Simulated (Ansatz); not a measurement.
Here is an unrelaxed guess for HfO2.

This is a two-dimensional sheet: the third axis spans vacuum and isn't periodic.

```xyz
3
Lattice="3.1703 0.0000 0.0000 -1.5851 2.7455 0.0000 0.0000 0.0000 17.0000" Properties=species:S:1:pos:R:3 pbc="T T F"
Hf    0.0000    0.0000    7.2078
O     0.0000    0.0000    8.5767
O     0.0000    0.0000    9.7922
```

All numbers below come from DFT PBE, scalar-relativistic, plane waves, PAW (Ansatz 0.2.0). Plane waves to 420 eV, a k mesh through Γ of 6×6×1 on the computed 3-atom cell and Gaussian smearing (0.10 eV); no spin polarisation.

The zero of energy is the elements' standard structures at the same level (O₂ as a molecule); no fitted shifts are applied.

Q: How far from equilibrium is it?

A: The largest force is 54.79 eV/Å, and the energy is +3.16 eV/atom against the elements. The shortest distance is 1.22 Å, so close that the PAW spheres overlap strongly and these values are rough.

Q: Is it a good guess?

A: A poor one: relaxing gains about 3.0 eV/atom (the start's value is from the coarse mesh, so the gain is rough) in 13 ionic steps and ends at +0.13 eV/atom on the finer mesh. The symmetry stays p6mm (No. 77). The area per atom stays near 2.9 Å². The shortest distance goes from 1.22 Å (O–O) to 1.28 Å (O–O). In-plane cell: a = 3.174 Å, b = 3.174 Å, γ = 120.0°, thickness 3.16 Å between the outermost nuclei. Hf at height 0.00 Å has 1 O at 1.88 Å; O at height 1.88 Å has 1 O at 1.28 Å; O at height 3.16 Å has 1 O at 1.28 Å.

The last run used an 18×18×1 mesh for its 3-atom cell and Gaussian smearing of 0.10 eV. These runs have no spin–orbit coupling, which can matter for Hf. The cell is a metal run without spin; a magnetic state may lie lower. The relaxation can't lower the symmetry of the start, and the grade says only how near the guess is to its own end. Symmetry constrained the relaxation, so the result can be a saddle point.
